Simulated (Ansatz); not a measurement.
# Bands of BiAs

```yaml
crystal:
  lattice:
    - [5.03523, 0.00000, 0.00000]
    - [-2.51762, 4.36064, 0.00000]
    - [0.00000, 0.00000, 6.49770]
  atoms:
    - { symbol: Bi, position: [0.33333, 0.66667, 0.97264] }
    - { symbol: Bi, position: [0.66667, 0.33333, 0.47264] }
    - { symbol: As, position: [0.33333, 0.66667, 0.40336] }
    - { symbol: As, position: [0.66667, 0.33333, 0.90336] }
```

Atoms are numbered in the order listed.

Conventional cell: a = 5.035 Å, b = 5.035 Å, c = 6.498 Å, α = 90.00°, β = 90.00°, γ = 120.00°. Bi (atom 1) has 4 As at 2.80 to 2.94 Å as nearest neighbours. Around As (atom 3) lie 4 Bi at 2.80 to 2.94 Å.

The cell was built from the wurtzite type and relaxed in the same program, and has space group P6_3mc; it needn't be a known or the stable phase.

Spin–orbit coupling is left out, though it moves levels of the heavy atoms by tenths of an eV or more.

All numbers below come from Ansatz 0.2.0, DFT, PBE, all-electron LAPW, scalar-relativistic.

Numerical set-up: a Γ-centred 10×10×6 k mesh, Fermi–Dirac smearing of 0.05 eV, basis error target 0.5 meV/atom, no spin polarisation.

Points in fractions of the reciprocal vectors of this cell: Γ (0, 0, 0), M (0.5, 0, 0), K (0.333, 0.333, 0), A (0, 0, 0.5), L (0.5, 0, 0.5), H (0.333, 0.333, 0.5). The path joins them by straight lines in the order Γ–M–K–Γ–A–L–H–A–L; legs that retrace an earlier one aren't tabulated. Energies are in eV from the top of the valence band.

Task: Is there a gap, and where are the band edges?

Result: 0.09 eV, indirect from the line M (0.5, 0, 0)–K (0.333, 0.333, 0) to the line K (0.333, 0.333, 0)–Γ (so small a gap may close at points that the mesh and path miss).

Task: List the levels between -20 and 6.5 eV at the symmetry points.

Result: 
Γ: -13.43, -11.53, -9.76, -7.29, -4.58, -3.50 (×2), -1.94 (×2), -1.86, 0.10 (×2), 2.08 (×2), 2.47, 3.69, 5.16 (×2), 5.47
M: -12.48, -11.42, -10.46, -9.29, -4.53, -4.26, -3.39, -2.64, -2.39, -1.02, 1.63, 2.06, 2.95, 3.24, 4.35, 4.42, 4.51, 5.24, 5.27
K: -11.96 (×2), -9.92 (×2), -4.94, -3.93 (×2), -3.21, -0.33 (×2), 1.29 (×2), 1.85, 3.75, 3.75 (×2), 5.37, 5.85
A: -12.73 (×2), -8.51 (×2), -2.86 (×4), -2.37 (×2), 0.96 (×4), 1.68 (×2), 4.79 (×2)
L: -11.92 (×2), -10.18 (×2), -3.59 (×2), -2.64 (×2), -1.57 (×2), 0.36 (×2), 2.66 (×2), 3.31 (×2), 5.53 (×2)
H: -11.73 (×2), -10.43 (×2), -4.24 (×2), -2.12 (×2), -0.74 (×2), 0.71 (×2), 1.22 (×2), 3.62 (×2), 4.91 (×2)

Kohn–Sham gaps of semilocal functionals usually fall short of measured ones.
